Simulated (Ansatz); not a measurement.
Values for one crystal, relaxed and computed with plane-wave PAW r²SCAN (Ansatz code); other levels are named.

```yaml
volume_per_atom: 11.17 Å³
band_gap: 1.12 eV (indirect)
Formation energy from the elements (no fitted shifts): -2.03 eV/atom
valence_band_maximum: at U2 (k = 0.500, 0.000, 0.500)
electron_effective_mass: 1.9, 5.5, 7.6 mₑ (principal values)
conduction_band_minimum: at Z (k = 0.000, 0.000, 0.500)
smallest_direct_gap_on_the_standard_path: 1.19 eV
```

Q: Which compound is it?
A. Fe2P2O7, P-1 (Pearson symbol aP11)
B. Ga2O3, bixbyite
C. BP, P6_422 (B on 3c, P on 3d)
D. Al2O3, Pbcn (Al on 8d, O on 8d, O on 4c)

A: A, Fe2P2O7, P-1 (Pearson symbol aP11)

The workflow started from an entry of the Crystallography Open Database (COD), which files this formula under 3 space groups. Its standing as an ambient phase is unchecked. The r²SCAN relaxation kept the symmetry of its start; its stability against distortions is not shown here. The final state is ferromagnetic, chosen from 2 collinear starts compared on coarse meshes (ties went to the first, and starts can fall back to one state), not a proven ground state. Other orbital occupations within this spin state were not tried. No Hubbard U is applied. The references are the lowest solids computed at this level, not always the standard phases (solids in place of the gases).

Potentials: the later of the program's two PAW sets.
